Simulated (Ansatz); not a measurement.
CdTe:
```cif
data_Cd2Te2
_chemical_formula_sum 'Cd2 Te2'
_space_group_name_H-M_alt 'P63mc'
_space_group_IT_number 186
_space_group_name_Hall 'P 6c -2c'
_cell_length_a 4.58346
_cell_length_b 4.58346
_cell_length_c 7.51527
_cell_angle_alpha 90.000
_cell_angle_beta 90.000
_cell_angle_gamma 120.000
loop_
_atom_site_label
_atom_site_type_symbol
_atom_site_symmetry_multiplicity
_atom_site_Wyckoff_symbol
_atom_site_fract_x
_atom_site_fract_y
_atom_site_fract_z
_atom_site_occupancy
Cd1 Cd 2 b 0.33333 0.66667 0.00027 1
Te1 Te 2 b 0.33333 0.66667 0.37473 1
```

Relaxed with PBEsol. DFT-PBEsol in the program Ansatz with PAW potentials gives a gap of 0.69 eV.

Question: What gap does HSE06 give on the same cell (Ansatz, PAW)?

Answer: 1.66 eV, 0.98 eV more. The hybrid was solved on a coarser mesh and at special points; the gap given is the minimum over both.

Cost on shared cores: the PBEsol run (SCF on a 7×7×4 mesh, then bands and DOS) roughly 60 core-seconds, the HSE06 run (SCF on 5×5×3, then a few points) about 70 core-seconds (a rough figure); the tasks are unlike.

Space group P6_3mc (wurtzite). The workflow started from a Materials Project entry (that database holds measured and hypothetical structures alike); the Crystallography Open Database copy checked does not list it. It is not the phase usual at ambient conditions (space group No. 216). The PBEsol relaxation kept the symmetry of its start; its stability against distortions is not shown here. Scalar-relativistic: spin–orbit coupling is off unless named, which matters more the heavier the elements.

Potentials: the earlier of the program's two PAW sets. The files were generated under PBE; for other functionals the program regenerates the frozen cores, and for LDA and PBEsol the local potential too.
